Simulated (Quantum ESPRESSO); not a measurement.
# Planted mistakes on one cell of Zn6AlS7Cl

The results below are calculated, not measured. They come from pw.x of Quantum ESPRESSO 7.5, a plane-wave density functional program, with PseudoDojo standard norm-conserving files (v0.5 for PBE, v0.4.1 for LDA and PBEsol). The cells are made up: elements, strain and atom displacements were drawn at random, and nothing was relaxed. There is no spin polarisation, spin-orbit coupling or dispersion term.

The cell has 16 sites of a zincblende or diamond lattice (two cubes along c). Sites 1 to 8 hold Zn Zn Zn Zn Zn empty Al Zn; sites 9 to 16 hold S Cl S S S S S S. Cell vectors in Å: (5.430, 0.007, 0.038); (0.007, 5.302, -0.074); (0.076, -0.148, 10.654). Settings: PBE, cutoff 1143 eV, 4 x 4 x 2 k mesh shifted by half a step, Fermi-Dirac smearing of 0.025 eV.

The intended run has a self-consistency threshold of 1e-07 eV, a smearing term of 0.000 eV, a pressure of 2.78 GPa and 12 iterations. Each further run changes one thing: all lengths scaled by 0.9877; atoms of sites 3 and 9 exchanged; cutoff 695 eV; files of PBEsol; k mesh 1 x 1 x 1; one electron removed; threshold 0.05 eV. A coarse mesh keeps the shift, and a charged cell sits in a uniform background.

```
run,change of free energy (eV),smearing term -TS (eV),change of P (GPa),largest change of a force component (eV/Å),iterations
A,0.026,0.000,-0.61,0.361,6
B,39.731,0.000,-138.09,0.138,12
C,0.296,0.000,3.02,0.198,12
D,-6.405,-0.026,-6.59,0.424,14
E,2.655,0.000,2.02,0.371,13
F,6.820,-0.015,2.72,2.295,15
G,18.981,0.000,-3.25,0.178,12
```

A rerun of the intended cell at 1437 eV and k mesh 6 x 6 x 4 moved values by no more than 0.003 eV in the cell's energy, 0.02 GPa in stress and 0.002 eV/Å in force.

Question: which change belongs to which run?

## Worked reading

Run A has the fewest iterations, as a run stopped early does. Run B has a higher energy and the largest fall in pressure, as too small a basis gives. Run C changes the volume by a factor of 0.9636; minus its pressure change over the logarithm of that factor, 81 GPa, is a rough bulk modulus with clamped atoms. Energies from files of another functional, or of a charged cell, have another zero and say nothing on stability; the pressure of a charged cell rests on the program's zero of potential too.

## Key

```
run                            change
  A                 threshold 0.05 eV
  B                     cutoff 695 eV
  C      all lengths scaled by 0.9877
  D              one electron removed
  E                  k mesh 1 x 1 x 1
  F  atoms of sites 3 and 9 exchanged
  G                   files of PBEsol
```